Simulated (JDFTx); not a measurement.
System: AlRu(100) (Pm-3m bulk; lattice of mp-542569, not re-optimised at this level), 1x1 cell of 7 atoms in 7 planes (Al outermost, slab composition Al4Ru3), area 8.90 Å² a face, 8.9 Å between the outermost planes in a cell 24.9 Å high; k mesh 8×8×1, Fermi width 0.01 Ha, no spin polarisation. Whether this polymorph is the ambient one wasn't checked.

Method: PBE, GBRV ultrasoft potentials, plane waves to 20/100 Ha, in a modified build of JDFTx. Vacuum. The outer atoms relax from bulk positions, keeping the cell's symmetry; the lattice is not PBE's own optimum in this code, and that strain can shift the moves by a few hundredths of an ångström. Input:

```
lattice \
  5.6361081667 0.0000000000 0.0000000000 \
  0.0000000000 5.6361081667 0.0000000000 \
  0.0000000000 0.0000000000 47.0541805032
coords-type Lattice
ion Al 0.0000000000 0.0000000000 -0.1796686750 1
ion Al 0.0000000000 0.0000000000 -0.0598895580 0
ion Al 0.0000000000 0.0000000000 0.0598895580 0
ion Al 0.0000000000 0.0000000000 0.1796686750 1
ion Ru 0.5000000000 0.5000000000 -0.1197791160 0
ion Ru 0.5000000000 0.5000000000 0.0000000000 0
ion Ru 0.5000000000 0.5000000000 0.1197791160 0
ion-species pseudo/al_pbe_v1.upf
ion-species pseudo/ru_pbe_v1.2.upf
elec-cutoff 20 100
elec-ex-corr gga-PBE
coulomb-interaction Slab 001
coulomb-truncation-embed 0 0 0
kpoint-folding 8 8 1
elec-smearing Fermi 0.01
lcao-params 10
elec-n-bands 43
electronic-scf nIterations 100 energyDiffThreshold 1e-07
ionic-minimize nIterations 10 energyDiffThreshold 1e-5 knormThreshold 4e-4
dump-name vac.$VAR
dump End State Ecomponents EigStats BandEigs Forces ElecDensity IonicPositions Fillings Kpoints Dtot
```

**Question.** How far do the free atoms of the upper face move along the normal, and how much energy is released?

**Answer.** Al (atom 4) -0.17 Å (positive: outward). The free energy falls by 0.163 eV per cell, 147 mJ/m².
